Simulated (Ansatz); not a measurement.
MgAu (Pm-3m), a sublattice moved along a line

Theory: Ansatz, DFT PBEsol, scalar-relativistic, plane waves, PAW. The runs took a 420 eV cutoff, a Γ-centred 14×14×14 mesh and Gaussian smearing (0.15 eV). Spin–orbit coupling is left out, which can shift energies with elements as heavy as these. No spin polarisation. Energies are free energies at this smearing, counted from the undisturbed cell; pressure is positive in compression.

Zero of the scan (as given, not relaxed at this level; it stands at -0.1 GPa, and it needn't be the usual structure):

```
CELL_PARAMETERS angstrom
3.25900 0.00000 0.00000
0.00000 3.25900 0.00000
0.00000 0.00000 3.25900
ATOMIC_POSITIONS crystal
Mg 0.50000 0.50000 0.50000
Au 0.00000 0.00000 0.00000
```

Every Au atom is moved by x along the Cartesian unit vector (-1.000, 0.000, 0.000); the cell and all other atoms stay fixed. The cell is metallic on the mesh throughout.

| x (Å) | ΔE (meV/cell) |
| --- | --- |
| -0.2000 | 66.8 |
| -0.1000 | 16.7 |
| 0.0000 | 0.0 |
| 0.0250 | 1.0 |
| 0.0500 | 4.2 |
| 0.0750 | 9.4 |
| 0.1250 | 26.0 |
| 0.1500 | 37.5 |
| 0.1750 | 51.1 |

(1) Predict the pressure (GPa) at each point.

Answers

(1)
| x (Å) | pressure (GPa) |
| --- | --- |
| -0.2000 | 1.2 |
| -0.1000 | 0.3 |
| 0.0000 | -0.1 |
| 0.0250 | 0.0 |
| 0.0500 | 0.0 |
| 0.0750 | 0.1 |
| 0.1250 | 0.4 |
| 0.1500 | 0.6 |
| 0.1750 | 0.9 |